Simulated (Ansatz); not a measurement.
## Band table of Sb

```yaml
crystal:
  lattice:
    - [3.16000, 0.00000, 0.00000]
    - [0.00000, 3.16000, 0.00000]
    - [0.00000, 0.00000, 3.16000]
  atoms:
    - { symbol: Sb, position: [0.00000, 0.00000, 0.00000] }
```

The cell comes from COD entry 9013008, which wasn't checked; take it as a given geometry.

No spin–orbit coupling, which matters for the heavy atoms here.

Computed with Ansatz 0.2.0, DFT, PBEsol, all-electron LAPW, scalar-relativistic.

The runs use a Γ-centred 13×13×13 k mesh, Fermi–Dirac smearing of 0.05 eV, basis error target 1 meV/atom, no spin polarisation.

Path points, in fractions of the reciprocal vectors: Γ (0.000, 0.000, 0.000), X (0.000, 0.500, 0.000), M (0.500, 0.500, 0.000), R (0.500, 0.500, 0.500). Levels in eV from the Fermi level; bands 10 to 14, counted from the lowest band of the run. The gap is zero.

```
# k(1/Å) point b10 b11 b12 b13 b14
0.000 Γ -12.03 3.07 3.07 3.07 7.02
0.071 - -12.01 2.81 3.09 3.09 7.04
0.142 - -11.96 2.19 3.14 3.14 7.08
0.213 - -11.87 1.40 3.22 3.22 7.16
0.284 - -11.75 0.56 3.33 3.33 7.26
0.355 - -11.60 -0.28 3.48 3.48 7.40
0.426 - -11.42 -1.10 3.64 3.64 7.56
0.497 - -11.21 -1.89 3.83 3.83 7.75
0.568 - -10.97 -2.64 4.03 4.03 7.97
0.639 - -10.72 -3.33 4.24 4.24 8.21
0.710 - -10.46 -3.95 4.44 4.44 8.47
0.781 - -10.22 -4.48 4.62 4.62 8.74
0.852 - -10.00 -4.89 4.77 4.77 8.99
0.923 - -9.85 -5.16 4.86 4.86 9.19
0.994 X -9.80 -5.26 4.90 4.90 9.27
1.065 - -9.78 -5.24 4.68 4.91 9.42
1.136 - -9.73 -5.19 4.12 4.96 9.19
1.207 - -9.64 -5.11 3.38 5.05 8.34
1.278 - -9.52 -4.99 2.58 5.17 7.50
1.349 - -9.37 -4.85 1.75 5.31 6.69
1.420 - -9.18 -4.68 0.93 5.48 5.92
1.491 - -8.96 -4.49 0.13 5.19 5.67
1.562 - -8.72 -4.28 -0.62 4.52 5.87
1.633 - -8.46 -4.06 -1.32 3.91 6.08
1.704 - -8.19 -3.85 -1.96 3.37 6.28
1.775 - -7.93 -3.65 -2.51 2.92 6.45
1.846 - -7.70 -3.48 -2.94 2.58 6.60
1.917 - -7.53 -3.37 -3.23 2.36 6.69
1.988 M -7.47 -3.33 -3.33 2.29 6.72
2.089 - -7.59 -3.29 -3.25 2.44 6.66
2.189 - -7.92 -3.16 -3.03 2.87 6.47
2.290 - -8.37 -2.94 -2.72 3.57 6.18
2.390 - -8.88 -2.64 -2.35 4.48 5.82
2.490 - -9.40 -2.26 -1.93 5.42 5.56
2.591 - -9.91 -1.80 -1.46 5.01 6.77
2.691 - -10.38 -1.26 -0.94 4.60 7.97
2.792 - -10.80 -0.66 -0.36 4.22 8.28
2.892 - -11.17 0.01 0.27 3.89 8.00
2.993 - -11.48 0.73 0.94 3.60 7.73
3.093 - -11.72 1.48 1.63 3.37 7.50
3.193 - -11.89 2.21 2.30 3.20 7.31
3.294 - -12.00 2.81 2.85 3.10 7.13
3.394 Γ -12.03 3.07 3.07 3.07 7.02
3.517 - -11.98 2.83 2.83 2.88 7.35
3.640 - -11.82 2.28 2.28 2.42 8.19
3.763 - -11.56 1.63 1.63 1.87 9.30
3.886 - -11.20 0.99 0.99 1.33 10.52
4.009 - -10.74 0.41 0.41 0.85 10.45
4.132 - -10.19 -0.09 -0.09 0.43 9.53
4.255 - -9.55 -0.51 -0.51 0.10 8.38
4.378 - -8.84 -0.85 -0.85 -0.17 7.27
4.501 - -8.07 -1.11 -1.11 -0.40 6.30
4.624 - -7.26 -1.30 -1.30 -0.61 5.52
4.747 - -6.46 -1.42 -1.42 -0.85 5.00
4.870 - -5.72 -1.50 -1.50 -1.14 4.78
4.993 - -5.15 -1.53 -1.53 -1.42 4.81
5.116 R -4.93 -1.54 -1.54 -1.54 4.90
5.217 - -5.08 -1.61 -1.50 -1.42 4.80
5.317 - -5.47 -1.81 -1.37 -1.11 4.65
5.418 - -5.98 -2.10 -1.14 -0.70 4.57
5.518 - -6.54 -2.48 -0.83 -0.24 4.63
5.618 - -7.10 -2.89 -0.44 0.24 4.82
5.719 - -7.63 -3.31 0.03 0.75 5.14
5.819 - -8.12 -3.73 0.58 1.29 5.56
5.920 - -8.56 -4.11 1.20 1.87 6.08
6.020 - -8.93 -4.44 1.88 2.48 6.69
6.121 - -9.24 -4.73 2.61 3.11 7.38
6.221 - -9.48 -4.96 3.36 3.74 8.14
6.321 - -9.66 -5.12 4.08 4.31 8.96
6.422 - -9.76 -5.22 4.66 4.73 9.57
6.522 X -9.80 -5.26 4.90 4.90 9.27
7.928 R -4.93 -1.54 -1.54 -1.54 4.90
7.999 - -5.00 -1.58 -1.58 -1.43 4.80
8.070 - -5.21 -1.67 -1.67 -1.10 4.55
8.141 - -5.48 -1.82 -1.82 -0.62 4.25
8.212 - -5.77 -2.00 -2.00 -0.03 3.94
8.283 - -6.07 -2.20 -2.20 0.64 3.64
8.354 - -6.35 -2.40 -2.40 1.37 3.36
8.425 - -6.61 -2.60 -2.60 2.14 3.12
8.496 - -6.83 -2.78 -2.78 2.90 2.95
8.567 - -7.03 -2.94 -2.94 2.71 3.77
8.638 - -7.19 -3.08 -3.08 2.56 4.58
8.709 - -7.31 -3.19 -3.19 2.44 5.36
8.780 - -7.40 -3.27 -3.27 2.36 6.04
8.851 - -7.45 -3.32 -3.32 2.30 6.54
8.922 M -7.47 -3.33 -3.33 2.29 6.72
```
